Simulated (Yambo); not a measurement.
## Optical response of CoSi$_{2}$

```
CELL_PARAMETERS angstrom
      0.00000     2.65642     2.65642
      2.65642     0.00000     2.65642
      2.65642     2.65642     0.00000
ATOMIC_POSITIONS crystal
  Si 0.75000 0.75000 0.75000
  Si 0.25000 0.25000 0.25000
  Co 0.00000 0.00000 0.00000
```

Yambo, RPA with local fields on PBEsol bands; 16×16×16 mesh, 54 bands, 4 Ry local-field block, 0.25 eV broadening; field along x.

```
E (eV)  Im ε  Im ε, independent particles
------  ----  ---------------------------
0.6     19.0                         19.0
1.1     7.63                         7.67
1.6     5.19                         5.30
2.1     6.47                         6.67
2.6     9.77                         10.1
3.1     11.2                         11.4
3.6     9.81                         9.96
4.1     10.7                         11.1
4.6     10.4                         10.8
5.1     11.8                         12.6
5.6     16.1                         17.0
6.1     15.8                         16.4
6.6     12.3                         12.2
7.1     8.90                         8.99
7.6     7.26                         7.34
8.1     5.78                         5.86
8.6     4.72                         4.78
9.1     3.70                         3.76
9.6     3.00                         3.07
10.1    2.59                         2.65
10.6    2.23                         2.26
11.1    2.01                         2.01
11.6    1.84                         1.83
12.1    1.48                         1.48
12.6    1.25                         1.25
13.1    1.07                         1.07
13.6    0.95                         0.95
14.1    0.82                         0.82
14.6    0.77                         0.77
15.1    0.69                         0.68
15.6    0.63                         0.64
16.1    0.60                         0.61
16.6    0.55                         0.57
17.1    0.51                         0.53
17.6    0.43                         0.45
18.1    0.39                         0.41
18.6    0.38                         0.39
19.1    0.38                         0.39
19.6    0.37                         0.38
```

Only interband transitions are included: the Drude term is missing, so nothing below about 0.6 eV and no real part is shown. Structure narrower than a few tenths of an eV can come from the finite k mesh.

Geometry of the Materials Project entry, not relaxed at this level.

The runs are not spin-polarised; magnetic order was not tried.
